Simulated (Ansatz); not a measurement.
Pd (simple cubic, space group No. 221) under volume change, plane-wave PAW r²SCAN (Ansatz code), scaled uniformly.

```
V (Å³/atom)  E − E(relaxed) (meV/atom)  P (GPa)
-----------  -------------------------  -------
15.810                            72.7    16.45
16.332                            30.2     9.90
16.853                             7.1     4.49
17.374                             0.0     0.00
17.895                             6.2    -3.71
18.417                            23.4    -6.77
18.938                            49.7    -9.29
```

What does a third-order Birch–Murnaghan fit give for V₀, B₀ and B′?

V₀ = 17.37 Å³/atom, B₀ = 136 GPa, B′ = 5.3.

Space group Pm-3m (simple cubic). A made-up cell: these elements were put on the sites of a structure type; neither database checked (COD, Materials Project) lists it. It is not the phase usual at ambient conditions (space group No. 225). The r²SCAN relaxation kept the symmetry of its start. At this level the phase is mechanically unstable. The run is not spin-polarised.

Potentials: the earlier of the program's two PAW sets.
